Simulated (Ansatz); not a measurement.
The relaxed structure here is a generated cell of ZrSe2: the first start was made by placing the elements on the sites of a structure type, and the end was not matched to a known phase here, so it may be hypothetical. Known forms of ZrSe2 include space group No. 164.

A relaxed structure of ZrSe$_{2}$. Space group Pnma (No. 62). These are PBEsol (plane waves to 420 eV, PAW, scalar-relativistic; Ansatz, a program for electronic structure) values and carry that method's errors.

Space group Pnma (No. 62); a = 13.0324 Å, b = 3.8845 Å, c = 5.3139 Å, α = β = γ = 90.00°

| atom | site | symmetry | x | y | z |
|---|---|---|---|---|---|
| Zr | 4c | .m. | 0.1363 | 0.2500 | 0.0268 |
| Se | 4c | .m. | 0.0312 | 0.7500 | 0.2565 |
| Se | 4c | .m. | 0.2140 | 0.2500 | 0.5360 |

### Question
Predict the band gap from PBEsol.

### Answer
0.58 eV, indirect (valence top at Γ, conduction bottom at k = (0, 0, 0.2222)) (no spin-orbit coupling).

### Question
Predict the smallest direct gap from PBEsol.

### Answer
0.68 eV at Γ.

No spin polarisation in the result.

The run could not lose the symmetry of its start, so the end can be a saddle point.

It was reached from a disturbed copy of a P4₂/nmc (No. 137) cell, against which it lies -0.214 eV/atom.
